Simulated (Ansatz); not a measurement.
GaAs:
```xyz
2
Lattice="0.0000 2.8293 2.8293 2.8293 0.0000 2.8293 2.8293 2.8293 0.0000" Properties=species:S:1:pos:R:3 pbc="T T T"
As     4.2440     4.2440     4.2440
Ga     0.0000     0.0000     0.0000
```

Relaxed with PBEsol. Special points in fractions of this cell's reciprocal vectors: Γ (0.000, 0.000, 0.000); X (0.500, 0.000, 0.500); U (0.625, 0.250, 0.625); K (0.375, 0.375, 0.750); L (0.500, 0.500, 0.500); W (0.500, 0.250, 0.750).

### Question
List the band energies nearest the valence-band maximum at these points for DFT-PBEsol with spin–orbit coupling in the program Ansatz with PAW potentials.

### Answer
In eV from the valence-band maximum; about four levels below and three above (degenerate sets whole), none deeper than 8.9 eV; points with the same levels are listed once.

```tsv
k	below	above
Γ	0.00 0.00 0.00 0.00	0.31 0.31 3.46 3.46
X	-2.84 -2.84 -2.76 -2.76	1.25 1.25 1.47 1.47
U	-4.03 -3.97 -2.38 -2.37	1.76 1.76 4.42
L	-1.36 -1.36 -1.15 -1.15	0.81 0.81 4.44 4.44
W	-3.73 -3.61 -3.49 -3.45	4.35 4.52 4.55
```

Space group F-43m (zinc blende). The cell was relaxed with PBEsol under the symmetry of its start.

Potentials: the later of the program's two PAW sets.
